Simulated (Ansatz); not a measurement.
# Formation energy of TePb

```xyz
2
Lattice="0.0000 3.2859 3.2859 3.2859 0.0000 3.2859 3.2859 3.2859 0.0000" Properties=species:S:1:pos:R:3 pbc="T T T"
Te    3.2859    3.2859    3.2859
Pb    0.0000    0.0000    0.0000
```

The cell comes from a relaxation on PAW files under the same functional, begun from a database entry that needn't be the ground state.

All numbers are PBE results (scalar-relativistic) from Ansatz 0.2.0, with a Γ-centred 11×11×11 k mesh, Fermi–Dirac smearing of 0.05 eV, no spin polarisation. Methods: LAPW: all electrons, basis error target 0.5 meV/atom; PAW: frozen-core files, cutoff 420 eV.

The elements are taken as Pb fcc, Te trigonal Te, each relaxed on PAW files under the same functional and computed by the same method as the compound; zero-point and thermal terms are left out. PBE lacks dispersion, which leaves layered or molecular solids underbound, be they references or the compound itself.

Spin–orbit coupling is left out, which matters for the heavy atoms.

Question: What is the formation energy by LAPW, and how far do the other methods lie from it?

Answer: -0.408 eV/atom; PAW -0.8 meV/atom. The compound is bound against these elements; other compounds of the system weren't compared.

Question: Give the LAPW value for one formula unit in kJ/mol.

Answer: -0.408 eV/atom × 2 atoms × 96.485 kJ/(mol·eV) = -78.7 kJ/mol, at zero temperature and without zero-point motion.

Question: How does the cell move when LAPW relaxes it further?

Answer: It takes no step: the LAPW pressure of -0.04 GPa and the forces already lie within the run's tolerances.
